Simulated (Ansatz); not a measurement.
Values for one crystal, relaxed and computed with the program Ansatz at the r²SCAN level (PAW); other levels are named.

- Volume per atom: 10.58 Å³
- Electronic character: metallic (no gap)
- Density of states at the Fermi level: 1.1 states/eV per atom (mean over ±0.08 eV)
- Mechanical stability: unstable (C has a negative eigenvalue)
- Pressure derivative B′: 5.0
- Elastic constants (relaxed ions, GPa): C11 = 140, C12 = 253, C44 = 172
- Bulk modulus (Birch–Murnaghan fit): 2140 kbar

Q: Which compound is it?
(A) Zr, simple cubic
(B) Ni, bcc (W type)
(C) Ba, fcc (Cu type)
(D) In, simple cubic

A: B, Ni, bcc (W type)

Space group Im-3m (bcc (W type)). A made-up cell: these elements were put on the sites of a structure type; the Crystallography Open Database copy checked does not list it. It is not the phase usual at ambient conditions (space group No. 225). Symmetry was held in the r²SCAN relaxation. Magnetic state: ferromagnetic, chosen from 3 collinear starts compared on coarse meshes (ties went to the first, and starts can fall back to one state), not a proven ground state. Other orbital occupations within this spin state were not tried. As this level gives no gap, shear constants depend on the k-mesh and smearing (Fermi–Dirac, 0.1 eV here).

Potentials: the later of the program's two PAW sets.
